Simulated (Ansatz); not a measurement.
Relaxed GaP (zinc blende):

```
CELL_PARAMETERS angstrom
      0.00000     2.75302     2.75302
      2.75302     0.00000     2.75302
      2.75302     2.75302     0.00000
ATOMIC_POSITIONS crystal
  P  0.75000 0.75000 0.75000
  Ga 0.00000 0.00000 0.00000
```

Scan: atom 2 (Ga, nearest neighbour P at 2.384 Å; its periodic images, 3.9 Å or more away, move with it) is displaced along Cartesian x, direction (1.000, 0.000, 0.000) in Cartesian axes, by s. The other atoms stay.

Level of theory: PBE (plane waves to 420 eV, PAW, scalar-relativistic; Ansatz, a program for electronic structure). k mesh 8×8×8 (Γ-centred), Fermi-Dirac smearing 0.05 eV. E stands for the smeared free energy. As the smearing reaches across the gap at some points, energies and forces of such displacements shift with the k mesh and the smearing. F∥ is the force on the atom along that direction. GaP was relaxed with its symmetry unable to fall. The zero of ΔE is the undisplaced structure.

Question: Predict the ΔE (meV/cell) and F∥ (eV/Å) at s (Å) = -0.384, -0.192, -0.096, 0.096, 0.384, 0.480.

Answer: 
```json
[
 {"s (Å)": "-0.384", "ΔE (meV/cell)": "649", "F∥ (eV/Å)": "3.163"},
 {"s (Å)": "-0.192", "ΔE (meV/cell)": "170", "F∥ (eV/Å)": "1.743"},
 {"s (Å)": "-0.096", "ΔE (meV/cell)": "43", "F∥ (eV/Å)": "0.892"},
 {"s (Å)": "0.096", "ΔE (meV/cell)": "43", "F∥ (eV/Å)": "-0.892"},
 {"s (Å)": "0.384", "ΔE (meV/cell)": "649", "F∥ (eV/Å)": "-3.163"},
 {"s (Å)": "0.480", "ΔE (meV/cell)": "977", "F∥ (eV/Å)": "-3.656"}
]
```

(For displaced atoms, the force is minus the slope of the energy, and its curvature is a force constant, which sets phonon frequencies.)
